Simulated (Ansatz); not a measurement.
YIn6Cu6 in space group Immm (No. 71; Pearson symbol oI26), plane-wave PAW r²SCAN (Ansatz code), all energies at zero smearing, with the estimated change up to a 700 eV cutoff added, with one set of potentials and settings (totals compare only within such a set). Cell of 13 atoms (1 Y, 6 In, 6 Cu): -77320.628 eV.

```csv
element,reference phase,E (eV/atom)
Y,"P6_3/mmc, 2 atoms in the cell",-3859.7073
In,"I4/mmm, 1 atoms in the cell",-5611.8204
Cu,"Fm-3m, 1 atoms in the cell",-6631.2396
```

Formation energy per atom, worked out: (-77320.628 − 1×(-3859.7073) − 6×(-5611.8204) − 6×(-6631.2396))/13 = -0.197 eV/atom (-19 kJ per mol of atoms), at 0 K, without zero-point energy or fitted corrections.

The workflow started from a Materials Project entry (that database holds measured and hypothetical structures alike); the Crystallography Open Database copy checked does not list it. Whether it is the stable phase at ambient conditions was not checked. The r²SCAN relaxation kept the symmetry of its start; whether a distortion lowers the energy is not shown. No spin polarisation was allowed. The references are the lowest solids computed at this level, not always the standard phases.

Potentials: the later of the program's two PAW sets.
